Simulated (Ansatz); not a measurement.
Given:

ZrN:
```xyz
2
Lattice="0.0000 2.2973 2.2973 2.2973 0.0000 2.2973 2.2973 2.2973 0.0000" Properties=species:S:1:pos:R:3 pbc="T T T"
N      0.0000     0.0000     0.0000
Zr     2.2973     2.2973     2.2973
```

This is the PBE-relaxed structure.

Q: All from plane-wave PAW PBE (Ansatz code), unless another level is named. Predict the electronic character.

A: metallic (no gap).

Q: What about the density of states at the Fermi level?

A: 0.34 states/eV per atom (mean over ±0.08 eV).

Q: Next, the formation energy from the elements (no fitted shifts)?

A: -1723 meV/atom.

Q: And the gap with spin–orbit coupling?

A: none (metallic).

Space group Fm-3m (rock salt). The PBE relaxation kept the symmetry of its start; of distortions, only those at the zone centre were tested. No spin polarisation was allowed. With an odd number of electrons in the cell and no spin polarisation, the count alone makes it a metal. The references are the lowest solids computed at this level, not always the standard phases (solids in place of the gases). Scalar-relativistic: spin–orbit coupling is off unless named, which matters more the heavier the elements.

Potentials: the later of the program's two PAW sets.
